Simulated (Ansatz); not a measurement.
CaSe (rock salt, Fm-3m), PBE (plane waves, PAW; program Ansatz). The conduction-band minimum lies at X, with 3 equivalent valleys. Second derivatives d²E/dk² of the lowest band at one valley (eV·Å²), along Cartesian directions:

| direction | d²E/dk² |
|---|---|
| [100] | 5.310 |
| [010] | 26.08 |
| [001] | 26.08 |
| [110] | 15.70 |
| [101] | 15.70 |
| [011] | 26.07 |

Task: Find the principal effective masses, the density-of-states mass and the conductivity mass.

Result: Off-diagonal terms follow from H_xy = H[110] − (H_xx + H_yy)/2, and m*/mₑ = 7.620 eV·Å² over each eigenvalue: 0.29, 0.29, 1.4. One valley's DOS mass (m₁m₂m₃)^(1/3) = 0.50, conductivity mass 3/(Σ 1/mᵢ) = 0.40 mₑ.

Task: What effective density of states Nc follows at 300 K for parabolic valleys?

Result: Nc = 2.509e19 × 3 × (0.50)^(3/2) ≈ 2.7e19 cm⁻³.

Symmetry was held in the PBE relaxation. Spin–orbit coupling is left out wherever it is not named.

Potentials: the later of the program's two PAW sets.

Edges and masses are those of Kohn–Sham bands, whose gap is no quasiparticle gap.
